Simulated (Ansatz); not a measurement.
# CdPd: zone-centre modes under pressure

CdPd, P4/mmm, a = 2.969 Å, c = 3.614 Å. The structure is a COD entry; whether it is the stable form wasn't checked. Ansatz: LDA, PAW, 420 eV, Γ-centred 14×14×12 mesh on 2 atoms, Fermi-Dirac smearing 0.15 eV; no spin polarisation. Cell and atoms are relaxed at each pressure with the symmetry kept; optical modes at Γ by linear response, in cm⁻¹, matched by rank (the highest 2 distinct ones).

| P (GPa) | V (Å³/atom) | ω1 | ω2 |
| --- | --- | --- | --- |
| 0 | 15.926 | 155.9 | 194.4 |
| 8 | 15.217 | 172.6 | 217.7 |
| 25 | 14.161 | ? | ? |

Task: Get each mode's Grüneisen parameter γ = −d ln ω/d ln V from the other rows and predict the missing frequencies.

Result: ln(V/V0) = 0.0000, -0.0455, -0.1175; a line through ln(ω/ω0) of the 2 known rows gives ω1: γ = 2.237, predicted 202.8, computed 200.2; ω2: γ = 2.488, predicted 260.4, computed 256.5. The worst miss is 1.5 %: γ isn't constant over this range. In a metal these frequencies hang on the mesh and smearing.